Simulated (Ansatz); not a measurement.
Ir (fcc, Cu type)

```yaml
crystal:
  lattice:
    - [3.83046, 0.00000, 0.00000]
    - [0.00000, 3.83046, 0.00000]
    - [0.00000, 0.00000, 3.83046]
  atoms:
    - { symbol: Ir, position: [0.00000, 0.00000, 0.00000] }
    - { symbol: Ir, position: [0.50000, 0.50000, 0.00000] }
    - { symbol: Ir, position: [0.50000, 0.00000, 0.50000] }
    - { symbol: Ir, position: [0.00000, 0.50000, 0.50000] }
```

Scan: atom 2 (Ir, nearest neighbour Ir at 2.709 Å; its periodic images, 3.8 Å or more away, move with it) is displaced towards the nearest neighbour, direction (-0.707, -0.707, 0.000) in Cartesian axes, by s. The other atoms stay.

Level of theory: PBEsol (plane waves to 420 eV, PAW, scalar-relativistic; Ansatz, a quantum-chemistry and plane-wave program). k mesh 10×10×10 (Γ-centred), Fermi-Dirac smearing 0.05 eV. Energies are smeared free energies. Compression counts positive. With partly filled bands, energies and forces of such displacements shift with the k mesh and the smearing. F∥ is the force on the atom along that direction. Ir is run without spin polarisation. Ir was relaxed with its symmetry unable to fall. Spin-orbit coupling is left out, though Ir is heavy. The zero of ΔE is the undisplaced structure.

```csv
s (Å),ΔE (meV/cell),F∥ (eV/Å),P (GPa)
-0.270,583,4.702,7.3
-0.216,361,3.543,4.6
-0.162,198,2.525,2.5
-0.108,86,1.624,1.1
-0.054,21,0.792,0.2
0.000,0,0.000,-0.1
0.054,21,-0.792,0.2
0.108,86,-1.624,1.1
0.162,198,-2.525,2.5
0.216,361,-3.543,4.6
0.270,583,-4.702,7.3
```

Key numbers:

```
Item                                                                                                                                                 Result
--------------------------------------------------------  -------------------------------------------------------------------------------------------------
Energy at s = 0.270 Å                                                                                                                          583 meV/cell
Force along the line at s = -0.270 Å                                                                                                              4.70 eV/Å
Symmetry of the curve                                                                                                         even: the same for both signs
Shape of the curve                                                                           a single well with its minimum at or next to zero displacement
Force constant k = d²E/ds² at s = 0 (finite differences)                                                                                         14.5 eV/Å²
Harmonic estimate at the end of the scan                  ½ks² = 530 meV/cell against the computed 583 meV/cell, so the well is stiffer than harmonic there
```

(For displaced atoms, the force is minus the slope of the energy, and its curvature is a force constant, which sets phonon frequencies.)
